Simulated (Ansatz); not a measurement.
Ba2PdO3:
```xyz
6
Lattice="-1.9236 2.0507 6.6567 1.9236 -2.0507 6.6567 1.9236 2.0507 -6.6567" Properties=species:S:1:pos:R:3 pbc="T T T"
Ba     0.0000     0.0000     8.5924
Ba     0.0000     0.0000     4.7210
Pd     0.0000     0.0000     0.0000
O      0.0000     2.0507     0.0000
O      0.0000     0.0000    11.2553
O      0.0000     0.0000     2.0581
```

Relaxed with r²SCAN.

Question: Give the Bader charges and basin volumes of the independent atoms, r²SCAN in the plane-wave PAW code Ansatz.

Answer: 

| atom | Bader charge (e) | Bader volume (Å³) |
|---|---|---|
| Ba1 | +1.51 | 23.3 |
| Pd3 | +0.72 | 17.2 |
| O4 | -1.19 | 11.6 |
| O5 | -1.28 | 14.8 |

Space group Immm. The workflow started from an entry of the Crystallography Open Database (COD). Its standing as an ambient phase is unchecked. Symmetry was held in the r²SCAN relaxation; its stability against distortions is not shown here. The run is not spin-polarised. Scalar-relativistic: spin–orbit coupling is off unless named, which matters more the heavier the elements.

Potentials: the later of the program's two PAW sets.
